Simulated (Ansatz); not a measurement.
InSb:
```
InSb
1.0
    4.60248     0.00000     0.00000
   -2.30124     3.98586     0.00000
    0.00000     0.00000    15.09249
In Sb
4 4
Cartesian
  2.30124   1.32862  15.09106
  0.00000   0.00000   3.77833
  0.00000   2.65724   7.54481
  0.00000   0.00000  11.32458
  2.30124   1.32862   2.83283
  0.00000   0.00000   6.59621
  0.00000   2.65724  10.37907
  0.00000   0.00000  14.14245
```

Relaxed with PBEsol.

Task: Which orbitals make up the states near the Fermi level in DFT-PBEsol in the program Ansatz with PAW potentials?

Result: Within 0.5 eV of the Fermi level: Sb 5p 78 %, In 5p 19 %. Projections are on Löwdin-orthogonalised atomic valence shells; empty p or d shells of many metals are not among them.

Task: Tabulate the density of states.

Result: States/eV per cell of 8 atoms, in 0.25 eV bins, energy from the Fermi level.

| E (eV) | total | Sb 5p | In 5p | In 5s |
|---|---|---|---|---|
| -7.85 | 0.00 | 0.00 | 0.00 | 0.00 |
| -7.60 | 0.00 | 0.00 | 0.00 | 0.00 |
| -7.35 | 0.00 | 0.00 | 0.00 | 0.00 |
| -7.10 | 0.00 | 0.00 | 0.00 | 0.00 |
| -6.85 | 0.00 | 0.00 | 0.00 | 0.00 |
| -6.60 | 0.00 | 0.00 | 0.00 | 0.00 |
| -6.35 | 0.00 | 0.00 | 0.00 | 0.00 |
| -6.10 | 0.00 | 0.00 | 0.00 | 0.00 |
| -5.85 | 5.30 | 2.19 | 0.17 | 2.83 |
| -5.60 | 6.09 | 2.48 | 0.37 | 2.96 |
| -5.35 | 6.07 | 2.46 | 0.50 | 2.65 |
| -5.10 | 3.07 | 1.23 | 0.25 | 1.27 |
| -4.85 | 2.52 | 1.01 | 0.22 | 0.98 |
| -4.60 | 1.84 | 0.74 | 0.16 | 0.69 |
| -4.35 | 1.46 | 0.59 | 0.12 | 0.53 |
| -4.10 | 1.17 | 0.47 | 0.10 | 0.41 |
| -3.85 | 0.95 | 0.39 | 0.08 | 0.32 |
| -3.60 | 0.78 | 0.32 | 0.06 | 0.26 |
| -3.35 | 1.27 | 0.60 | 0.32 | 0.21 |
| -3.10 | 5.10 | 2.75 | 1.92 | 0.24 |
| -2.85 | 4.39 | 2.40 | 1.59 | 0.24 |
| -2.60 | 7.04 | 3.99 | 2.55 | 0.29 |
| -2.35 | 6.00 | 3.51 | 2.11 | 0.21 |
| -2.10 | 6.18 | 3.76 | 2.11 | 0.17 |
| -1.85 | 7.76 | 4.86 | 2.54 | 0.18 |
| -1.60 | 8.32 | 5.41 | 2.61 | 0.14 |
| -1.35 | 7.63 | 5.12 | 2.27 | 0.10 |
| -1.10 | 5.78 | 4.00 | 1.60 | 0.07 |
| -0.85 | 3.44 | 2.47 | 0.88 | 0.03 |
| -0.60 | 2.19 | 1.64 | 0.50 | 0.01 |
| -0.35 | 1.29 | 1.01 | 0.25 | 0.00 |
| -0.10 | 0.38 | 0.31 | 0.06 | 0.00 |
| 0.15 | 0.00 | 0.00 | 0.00 | 0.00 |
| 0.40 | 0.05 | 0.02 | 0.01 | 0.01 |
| 0.65 | 0.37 | 0.10 | 0.09 | 0.11 |
| 0.90 | 1.76 | 0.43 | 0.50 | 0.48 |
| 1.15 | 4.04 | 1.11 | 1.13 | 1.07 |
| 1.40 | 5.71 | 1.68 | 1.60 | 1.43 |
| 1.65 | 6.69 | 2.06 | 1.88 | 1.59 |
| 1.90 | 5.28 | 1.75 | 1.44 | 1.18 |
| 2.15 | 4.68 | 1.67 | 1.22 | 1.02 |
| 2.40 | 3.64 | 1.24 | 1.06 | 0.68 |
| 2.65 | 5.54 | 1.30 | 2.65 | 0.58 |
| 2.90 | 6.55 | 1.46 | 3.33 | 0.55 |
| 3.15 | 3.84 | 0.99 | 1.95 | 0.29 |
| 3.40 | 6.71 | 1.66 | 3.52 | 0.37 |
| 3.65 | 8.12 | 2.00 | 4.35 | 0.33 |
| 3.90 | 5.91 | 1.45 | 3.10 | 0.21 |
| 4.15 | 7.71 | 1.93 | 3.84 | 0.29 |
| 4.40 | 6.91 | 1.74 | 3.33 | 0.26 |
| 4.65 | 4.78 | 1.16 | 2.28 | 0.16 |
| 4.90 | 5.32 | 1.24 | 2.35 | 0.16 |

Space group P6_3mc. The start of the workflow was typed in or built on a structure type; neither database checked (COD, Materials Project) lists it. It is not the phase usual at ambient conditions (space group No. 216). The cell was relaxed with PBEsol under the symmetry of its start; of distortions, only those at the zone centre were tested. Scalar-relativistic: spin–orbit coupling is off unless named, which matters more the heavier the elements.

Potentials: the later of the program's two PAW sets.
